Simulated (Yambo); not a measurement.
Data:

```
CELL_PARAMETERS angstrom
     -2.67410     2.67410     3.70392
      2.67410    -2.67410     3.70392
      2.67410     2.67410    -3.70392
ATOMIC_POSITIONS crystal
  B  0.36150 0.86150 0.22300
  B  0.63850 0.13850 0.77700
  B  0.86150 0.63850 0.50000
  B  0.13850 0.36150 0.50000
  C  0.65963 0.84037 0.50000
  C  0.34037 0.15963 0.50000
  C  0.84037 0.34037 0.18074
  C  0.15963 0.65963 0.81926
  Ca 0.75000 0.75000 0.00000
  Ca 0.25000 0.25000 0.00000
```

Workflow: norm-conserving PBEsol (Quantum ESPRESSO, 82 Ry, no spin-orbit coupling), then G0W0 in Yambo (4×4×4 Γ-centred k mesh, 118 bands and a 6 Ry block in the screening, 118 bands in G with the Bruneval-Gonze terminator, plasmon pole fitted at 27.2 eV).

Problem. Give the PBEsol and G0W0 gaps between the band edges found on this mesh, and say where the edges lie.

Solution. Edges: (0, 0, 0.25) → Z. PBEsol: 0.62 eV; G0W0: 1.02 eV. The mesh misses an edge: along a dense path the PBEsol gap is 0.54 eV. Nearest settings tried, and what they do to the gap: 3 Ry block (63 vectors against 173): -57 meV. Not varied: bands in G, bands in W, mesh. So the settings aren't converged at that level. 

Geometry of the Materials Project entry, not relaxed at this level.

The structure is a Materials Project entry; no match was found in the copy of COD used, and its stability was not checked.
